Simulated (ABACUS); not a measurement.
Input and output of a relaxation of cell and atoms for WS2 (R3m, 3 atoms in the cell; from Materials Project mp-9813, lattice scaled a little) (ABACUS).

Method: LDA (PW92), numerical atomic orbitals TZDP (confined pseudo-atomic orbitals with Gaussian additions; energy shift 0.01 Ry), PseudoDojo 0.4 standard norm-conserving LDA (tails mended) pseudopotentials run with ABACUS.

```
WS2
1.0
    1.59196     0.91912     6.48785
   -1.59196     0.91912     6.48785
    0.00000    -1.83823     6.48785
W S
1 2
Cartesian
  0.00000   0.00000   0.01304
  0.00000   0.00000   8.06011
  0.00000   0.00000   4.94219
```

Reference input (self-consistent single point, DFT, LDA (PW92), numerical atomic orbitals TZDP (confined pseudo-atomic orbitals with Gaussian additions; energy shift 0.01 Ry), PseudoDojo 0.4 standard norm-conserving LDA (tails mended) pseudopotentials): basis = TZDP numerical atomic orbitals, energy shift 0.01 Ry; KPT = Gamma 12 12 12 0 0 0; basis_type = lcao; dft_functional = PWLDA; ecutwfc = 100 Ry; smearing_method = fd; smearing_sigma = 0.00146997 Ry; potentials = PseudoDojo 0.4 standard norm-conserving LDA (tails mended); symmetry = 1; ks_solver = genelpa; scf_nmax = 100; scf_thr = 1.0e-07. This run's input differs from it in these lines:

```diff
@@ -2,3 +2,3 @@
 INPUT_PARAMETERS
-calculation          scf
+calculation          cell-relax
 basis_type           lcao
@@ -16,2 +16,7 @@
 mixing_beta          0.7
+relax_method         cg
+relax_nmax           40
+force_thr_ev         0.02
+out_stru             1
+stress_thr           0.5
 cal_force            1
@@ -43,3 +48,3 @@
 1
-   0.0006700000    0.0006700000    0.0006700000
+   0.0006700000    0.0006700000    0.0006700000 1 1 1
 
@@ -48,4 +53,4 @@
 2
-   0.4141130000    0.4141130000    0.4141130000
-   0.2539200000    0.2539200000    0.2539200000
+   0.4141130000    0.4141130000    0.4141130000 1 1 1
+   0.2539200000    0.2539200000    0.2539200000 1 1 1
 # file: KPT
```

The program printed (abridged):

```
 STEP OF RELAXATION : 1
 -------------------------------------------

                  longest orb rcut (Bohr) = 7.3
   longest nonlocal projector rcut (Bohr) = 2.06
                     search radius (Bohr) = 18.7

                          real space grid = [ 81, 81, 81 ]
                                 init_chg = atomic

 LCAO ALGORITHM --------------- ION=   1  ELEC=   1--------------------------------

 Density error is 0.0610565610433
 E_KohnSham     -196.2306226197      -2669.8545897154
 E_Fermi        0.8089035892         11.0056979464

 LCAO ALGORITHM --------------- ION=   1  ELEC=   2--------------------------------

   [... lines left out ...]

   [... 7 blocks of this kind left out ...]

 LCAO ALGORITHM --------------- ION=   1  ELEC=  10--------------------------------

 Density error is 1.43904458924e-07
 E_KohnSham     -196.2502480376      -2670.1216072248
 E_Fermi        0.8145941478         11.0831219675

 LCAO ALGORITHM --------------- ION=   1  ELEC=  11--------------------------------

 Density error is 1.98005109325e-08
 E_KohnSham     -196.2502480376      -2670.1216072247
 E_KS(sigma->0) -196.2502480376      -2670.1216072247
 E_entropy(-TS) -0.0000000000        -0.0000000000
 E_Fermi        0.8145941692         11.0831222591
 charge density convergence is achieved
 final etot is -2670.1216072 eV
 EFERMI = 11.083122259 eV

 STATE ENERGY(eV) AND OCCUPATIONS    NSPIN == 1
   [... 20 lines left out ...]

 TOTAL-FORCE (eV/Angstrom)
                        W1         0.0000000000         0.0000000000        -0.0206249827
                        S1         0.0000000000         0.0000000000        -0.1351679893
                        S2         0.0000000000         0.0000000000         0.1557929720

 TOTAL-STRESS (KBAR)
       -61.3767471899         0.0000000000         0.0000000000
         0.0000000000       -61.3767208109         0.0000000000
        -0.0000000000        -0.0000000000       -38.4367300316
 TOTAL-PRESSURE: -53.730066 KBAR

 Largest gradient in force is 0.155793 eV/A.
 Threshold is 0.020000 eV/A.

   [... lines left out ...]
 E_Fermi        0.9508474733         12.9369435662
 E_Fermi        0.9508502166         12.9369808908
 E_Fermi        0.9508488513         12.9369623139
 E_Fermi        0.9508488501         12.9369622985
 final etot is -2670.21005384247 eV
 EFERMI = 12.93696229854 eV
   [... lines left out ...]
         0.0000000000        -0.0000000000        -0.2250968972
 TOTAL-PRESSURE: 0.120600 KBAR

 Largest gradient in force is 0.013106 eV/A.
 Threshold is 0.020000 eV/A.

 Largest gradient in stress is 0.293449 kbar.
 Threshold is 0.500000 kbar.

 Relaxation is converged!

 --------------------------------------------
 !FINAL_ETOT_IS -2670.2100538424720071 eV
 --------------------------------------------
```

The run converged. 

Summary of the result:
Free energy E − TS: -2670.2101 eV
Fermi level (on the code's own zero): 12.94 eV
Pressure: 0.01 GPa
Largest force (vector length): 0.013 eV/Å
Final cell: a = 6.2115 Å, b = 6.2115 Å, c = 6.2115 Å, α = 29.18°, β = 29.18°, γ = 29.18°
Final volume per atom: 16.80 Å³
Relaxation steps: 37

The atom-centred basis is finite, which shifts total energies, pressures and forces against plane waves. The structure comes from a collection of computed structures, made at another level of theory; the collection holds predicted forms beside known ones. Its lattice was then scaled.

Cost on one core: around 24 core-minutes (rough).

The atomic orbitals were generated for these runs; they are not ABACUS's published sets and were checked against plane waves on a few crystals only.

“Tails mended”: in these copies of the files the far tail of each local potential was reset to the Coulomb form.
